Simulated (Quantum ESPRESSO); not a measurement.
NbSc4Pt2Pd, input and log of a self-consistent run

Simulated, not a measurement. The program is pw.x of Quantum ESPRESSO 7.5 (plane-wave density functional theory). The cell is made up: eight metal atoms on a face-centred cubic lattice, with elements, volume, strain and displacements drawn at random and not relaxed, so it may be unstable or far from any real phase. PseudoDojo standard norm-conserving files set the functional (PBE unless stated); there is no spin polarisation or spin-orbit coupling, the Fermi-Dirac width of 0.25 eV means electrons at about 2900 K, and the masses in the input are unused placeholders. Heavy elements are run without spin-orbit coupling, which real alloys of them have. A spin test at this wide smearing found no moment, but such smearing suppresses magnetism that the real alloy may have.

Input:

```
&control calculation='scf', pseudo_dir='./dojo.nc.sr.pbe.v0_5.standard.upf', outdir='./o', disk_io='minimal', tprnfor=.true., tstress=.true. /
&system ibrav=0, nat=8, ntyp=4, nbnd=74, ecutwfc=84.00895049, nosym=.true., tot_charge=0,
 occupations='smearing', smearing='fd', degauss=0.0183746611
/
&electrons conv_thr=1.470e-08, electron_maxstep=70, mixing_beta=0.5 /
ATOMIC_SPECIES
Nb 1.0 Nb.upf
Pd 1.0 Pd.upf
Pt 1.0 Pt.upf
Sc 1.0 Sc.upf
CELL_PARAMETERS angstrom
0.0 -2.1143 -2.1143
-6.3429 -2.1143 0.0
-2.1143 4.2286 -6.3429
ATOMIC_POSITIONS angstrom
Nb -0.0093 0.083 -0.1226
Sc -2.0673 2.0304 -4.2488
Sc -2.1137 -0.0014 -1.9875
Pt -4.2432 2.1086 -6.3504
Sc -4.1465 -0.0228 -4.2062
Pd -4.2487 -2.0952 -2.0572
Pt -6.3788 -0.0642 -6.445
Sc -6.3568 -2.1095 -4.2123
K_POINTS automatic
8 4 3 1 1 1
```

The log is shortened where brackets say so; the opening notice, blank lines, dates and the lines on written files are dropped, and the path of the files is cut. It prints rydbergs, bohrs and kilobars, and counts compression as positive stress. Its total energy is the free energy E - TS of the whole cell.

```
     Program PWSCF v.7.5
     Parallel version (MPI & OpenMP), running on       4 processor cores
     Number of MPI processes:                 4
     Threads/MPI process:                     1
     [start-up lines left out]
     bravais-lattice index     =            0
     lattice parameter (alat)  =       5.6504  a.u.
     unit-cell volume          =    1020.5080 (a.u.)^3
     number of atoms/cell      =            8
     number of atomic types    =            4
     number of electrons       =       111.00
     number of Kohn-Sham states=           74
     kinetic-energy cutoff     =      84.0090  Ry
     charge density cutoff     =     336.0358  Ry
     scf convergence threshold =      1.5E-08
     mixing beta               =       0.5000
     number of iterations used =            8  plain     mixing
     Exchange-correlation= PBE
                           (   1   4   3   4   0   0   0)
     [axes and pseudopotential details left out]
   Cartesian axes
     site n.     atom                  positions (alat units)
         1        Nb     tau(   1) = (  -0.0031103   0.0277585  -0.0410024  )
         2        Sc     tau(   2) = (  -0.6913881   0.6790473  -1.4209693  )
         3        Sc     tau(   3) = (  -0.7069061  -0.0004682  -0.6646998  )
         4        Pt     tau(   4) = (  -1.4190964   0.7052005  -2.1238286  )
         5        Sc     tau(   5) = (  -1.3867560  -0.0076252  -1.4067221  )
         6        Pd     tau(   6) = (  -1.4209358  -0.7007190  -0.6880102  )
         7        Pt     tau(   7) = (  -2.1333267  -0.0214711  -2.1554667  )
         8        Sc     tau(   8) = (  -2.1259691  -0.7055015  -1.4087622  )
     number of k points=    48  Fermi-Dirac smearing, width (Ry)=  0.0184
                       cart. coord. in units 2pi/alat
        k(    1) = (  -0.0534013  -0.0165728  -0.0718155), wk =   0.0416667
        k(    2) = (   0.0055243  -0.1933495   0.1049612), wk =   0.0416667
     [further k points left out]
     Dense  grid:   106219 G-vectors     FFT dimensions: (  36,  75,  90)
     Estimated max dynamical RAM per process >     375.43 MB
     Estimated total dynamical RAM >       1.39 GB
     Initial potential from superposition of free atoms
     starting charge     110.9866, renormalised to     111.0000
     Starting wfcs are   79 randomized atomic wfcs
     total cpu time spent up to now is        5.2 secs
     per-process dynamical memory:   280.8 Mb
     Self-consistent Calculation
     iteration #  1     ecut=    84.01 Ry     beta= 0.50
     Davidson diagonalization with overlap
     ethr =  1.00E-02,  avg # of iterations =  2.7
     total cpu time spent up to now is       18.0 secs
     total energy              =   -1285.81121902 Ry
     estimated scf accuracy    <      28.60690661 Ry
     iteration #  2     ecut=    84.01 Ry     beta= 0.50
     Davidson diagonalization with overlap
     ethr =  1.00E-02,  avg # of iterations =  5.2
     total cpu time spent up to now is       36.5 secs
     total energy              =   -1302.39702957 Ry
     estimated scf accuracy    <     111.38604288 Ry
     iteration #  3     ecut=    84.01 Ry     beta= 0.50
     Davidson diagonalization with overlap
     ethr =  1.00E-02,  avg # of iterations =  4.5
     total cpu time spent up to now is       52.0 secs
     total energy              =   -1305.79513597 Ry
     estimated scf accuracy    <      23.30528055 Ry
     iteration #  4     ecut=    84.01 Ry     beta= 0.50
     Davidson diagonalization with overlap
     ethr =  1.00E-02,  avg # of iterations =  2.1
     total cpu time spent up to now is       62.9 secs
     total energy              =   -1305.71778811 Ry
     estimated scf accuracy    <       7.91469892 Ry
     iteration #  5     ecut=    84.01 Ry     beta= 0.50
     Davidson diagonalization with overlap
     ethr =  7.13E-03,  avg # of iterations =  2.2
     total cpu time spent up to now is       73.4 secs
     total energy              =   -1305.58935377 Ry
     estimated scf accuracy    <       6.55746157 Ry
     [iterations 6 to 19 left out]
     iteration # 20     ecut=    84.01 Ry     beta= 0.50
     Davidson diagonalization with overlap
     ethr =  7.04E-10,  avg # of iterations =  2.0
     total cpu time spent up to now is      255.4 secs
     total energy              =   -1305.28170436 Ry
     estimated scf accuracy    <       0.00000078 Ry
     iteration # 21     ecut=    84.01 Ry     beta= 0.50
     Davidson diagonalization with overlap
     ethr =  7.02E-10,  avg # of iterations =  1.0
     total cpu time spent up to now is      265.1 secs
     total energy              =   -1305.28170439 Ry
     estimated scf accuracy    <       0.00000025 Ry
     iteration # 22     ecut=    84.01 Ry     beta= 0.50
     Davidson diagonalization with overlap
     ethr =  2.22E-10,  avg # of iterations =  2.2
     total cpu time spent up to now is      276.2 secs
     total energy              =   -1305.28170440 Ry
     estimated scf accuracy    <       0.00000033 Ry
     iteration # 23     ecut=    84.01 Ry     beta= 0.50
     Davidson diagonalization with overlap
     ethr =  2.22E-10,  avg # of iterations =  1.0
     total cpu time spent up to now is      286.0 secs
     total energy              =   -1305.28170443 Ry
     estimated scf accuracy    <       0.00000005 Ry
     iteration # 24     ecut=    84.01 Ry     beta= 0.50
     Davidson diagonalization with overlap
     ethr =  4.38E-11,  avg # of iterations =  1.7
     total cpu time spent up to now is      296.3 secs
     End of self-consistent calculation
     [lines on levels left out]
!    total energy              =   -1305.28170443 Ry
     estimated scf accuracy    <          7.3E-09 Ry
     smearing contrib. (-TS)   =      -0.13329776 Ry
     internal energy E=F+TS    =   -1305.14840667 Ry
     The total energy is F=E-TS. E is the sum of the following terms:
     one-electron contribution =    -468.39088596 Ry
     hartree contribution      =     280.48027047 Ry
     xc contribution           =    -228.45828191 Ry
     ewald contribution        =    -888.77950927 Ry
     convergence has been achieved in  24 iterations
     Forces acting on atoms (cartesian axes, Ry/au):
     atom    1 type  1   force =     0.03014231   -0.05213354    0.06044780
     atom    2 type  4   force =    -0.00840661    0.07505276   -0.06926144
     atom    3 type  4   force =    -0.02051419   -0.03421415    0.02280785
     atom    4 type  3   force =     0.02652065   -0.00464108    0.00151903
     atom    5 type  4   force =    -0.06121510    0.02795415   -0.02967540
     atom    6 type  2   force =     0.00024994    0.00488530   -0.00958524
     atom    7 type  3   force =    -0.00450856   -0.01128748    0.01681545
     atom    8 type  4   force =     0.03773155   -0.00561595    0.00693195
     Total force =     0.167568     Total SCF correction =     0.000377
     Computing stress (Cartesian axis) and pressure
          total   stress  (Ry/bohr**3)                   (kbar)     P=       -4.51
   0.00003212  -0.00002098   0.00002510            4.72       -3.09        3.69
  -0.00002098  -0.00005714   0.00016458           -3.09       -8.41       24.21
   0.00002510   0.00016458  -0.00006705            3.69       24.21       -9.86
     init_run     :      4.74s CPU      4.99s WALL (       1 calls)
     electrons    :    284.17s CPU    291.15s WALL (       1 calls)
     forces       :      1.95s CPU      1.97s WALL (       1 calls)
     stress       :      6.68s CPU      6.82s WALL (       1 calls)
     [timing details left out]
     PWSCF        :   4m57.80s CPU   5m 5.20s WALL
     JOB DONE.
```

In other units: free energy -17759.262 eV for the cell, pressure -0.45 GPa, largest force component 1.930 eV/Å in size. The run took 307 s of wall time with four MPI processes on a shared machine (Intel Xeon, 2023 or later, virtual cores), so the time is rough. A rerun of this cell at a higher cutoff and on a denser mesh moved values by no more than 0.008 eV in energy, 0.12 GPa in stress and 0.006 eV/Å in force, and a second program with other atomic files agreed on that cell to 2 % rms in force and 0.5 GPa in pressure.